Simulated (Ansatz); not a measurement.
Si2Ni:
```xyz
3
Lattice="0.0000 2.6742 2.6742 2.6742 0.0000 2.6742 2.6742 2.6742 0.0000" Properties=species:S:1:pos:R:3 pbc="T T T"
Si     1.3371     1.3371     1.3371
Si     4.0113     4.0113     4.0113
Ni     0.0000     0.0000     0.0000
```

Relaxed with LDA. Special points in fractions of this cell's reciprocal vectors: Γ (0.000, 0.000, 0.000); X (0.500, 0.000, 0.500); U (0.625, 0.250, 0.625); K (0.375, 0.375, 0.750); L (0.500, 0.500, 0.500); W (0.500, 0.250, 0.750).

Question: List the band energies nearest the Fermi level at these points for LDA in the plane-wave PAW code Ansatz.

Answer: In eV from the Fermi level; about four levels below and three above (degenerate sets whole), none deeper than 8.9 eV; points with the same levels are listed once.

```json
[
 {"k": "Γ", "below": "-5.45 -5.45 -5.45 -3.71 -3.71 -0.16", "above": "1.76 1.76 1.76"},
 {"k": "X", "below": "-3.82 -3.82 -3.63 -3.28 -0.40", "above": "1.32 7.76 8.46 8.46"},
 {"k": "U", "below": "-4.02 -3.63 -3.07 -2.76", "above": "0.21 3.62 4.75"},
 {"k": "L", "below": "-3.52 -3.52 -1.52 -1.52", "above": "1.76 1.85 1.85"},
 {"k": "W", "below": "-3.93 -3.93 -3.82 -3.35 -2.56", "above": "2.28 2.28 4.59"}
]
```

Space group Fm-3m (fluorite or antifluorite type). The LDA relaxation kept the symmetry of its start; of distortions, only those at the zone centre were tested. No spin polarisation was allowed.

Potentials: the later of the program's two PAW sets.
